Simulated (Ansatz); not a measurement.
Values for one crystal, relaxed and computed with the program Ansatz at the r²SCAN level (PAW); other levels are named.

- Volume per atom = 16.44 Å³
- Electronic character = metallic (no gap)
- Formation energy from the elements (no fitted shifts) = -1.13 eV/atom
- Pressure derivative B′ = 4.0
- Bulk modulus (Birch–Murnaghan fit) = 78.4 GPa
- Gap with spin–orbit coupling = none (metallic)
- Density of states at the Fermi level = 0.06 states/eV per atom (mean over ±0.08 eV)

Problem. Which of these materials gives this?
A. Mg3SnO, anti-perovskite
B. LaMg2Si2, P4/mmm (La on 1a, Mg on 2e, Si on 2h)
C. ZnO, CsCl type
D. Ti2O3, corundum

Solution. A, Mg3SnO, anti-perovskite

Space group Pm-3m (anti-perovskite). The start of the workflow was typed in or built on a structure type; neither database checked (COD, Materials Project) lists it. Its standing as an ambient phase is unchecked. The cell was relaxed with r²SCAN under the symmetry of its start; its stability against distortions is not shown here. The references are the lowest solids computed at this level, not always the standard phases (solids in place of the gases). Scalar-relativistic: spin–orbit coupling is off unless named, which matters more the heavier the elements.

Potentials: the earlier of the program's two PAW sets.
